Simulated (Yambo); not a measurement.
CdF2 (fluorite, space group Fm-3m, No. 225), G0W0@LDA in Yambo with this input:

```
rim_cut
gw0
dyson
el_el_corr
HF_and_locXC
ppa
em1d
RandQpts= 1000000
RandGvec= 1 Ry
EXXRLvcs= 102 Ry
VXCRLvcs= 408 Ry
Chimod= "HARTREE"
% BndsRnXp
 5 | 98 |
%
NGsBlkXp= 10 Ry
% LongDrXp
 1.0 | 1.0 | 1.0 |
%
PPAPntXp= 27.2114 eV
% GbndRnge
 1 | 98 |
%
GTermKind= "BG"
DysSolver= "n"
ExtendOut
```

On a 4×4×4 mesh, with wavefunctions cut at 102 Ry, the gap (W → Γ) is 5.789 eV and the valence edge shifts by -1.696 eV.

What happens with this change: 2 Ry block?

The gap rises by 0.276 eV, to 6.065 eV; the shift of the valence edge becomes -2.071 eV. Neither run is shown to be the converged limit.

Spin-orbit coupling is not included.

Geometry of the Materials Project entry, not relaxed at this level; primitive cell a = b = c = 3.819 Å, α = β = γ = 60.00°.

A shift is the quasiparticle energy of the state minus its LDA energy.
